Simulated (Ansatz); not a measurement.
Given:

Mo3Ir:
```cif
data_Ir2Mo6
_chemical_formula_sum 'Mo6 Ir2'
_space_group_name_H-M_alt 'Pm-3n'
_space_group_IT_number 223
_space_group_name_Hall '-P 4n 2 3'
_cell_length_a 4.96767
_cell_length_b 4.96767
_cell_length_c 4.96767
_cell_angle_alpha 90.000
_cell_angle_beta 90.000
_cell_angle_gamma 90.000
loop_
_atom_site_label
_atom_site_type_symbol
_atom_site_symmetry_multiplicity
_atom_site_Wyckoff_symbol
_atom_site_fract_x
_atom_site_fract_y
_atom_site_fract_z
_atom_site_occupancy
Mo1 Mo 6 c 0.00000 0.50000 0.25000 1
Ir1 Ir 2 a 0.00000 0.00000 0.00000 1
```

This is the r²SCAN-relaxed structure.

### Question
All from r²SCAN (plane waves, PAW; program Ansatz), unless another level is named. Give the formation energy from the elements (no fitted shifts).

### Answer
-0.095 eV/atom.

### Question
Give the density of states at the Fermi level.

### Answer
1.0 states/eV per atom (mean over ±0.08 eV).

The first step of the workflow began from a Materials Project structure, measured or hypothetical; the Crystallography Open Database copy checked does not list it. Whether it is the stable phase at ambient conditions was not checked. Symmetry was held in the r²SCAN relaxation; whether a distortion lowers the energy is not shown. No spin polarisation was allowed. The references are the lowest solids computed at this level, not always the standard phases. Spin–orbit coupling is left out wherever it is not named.

Potentials: the later of the program's two PAW sets.
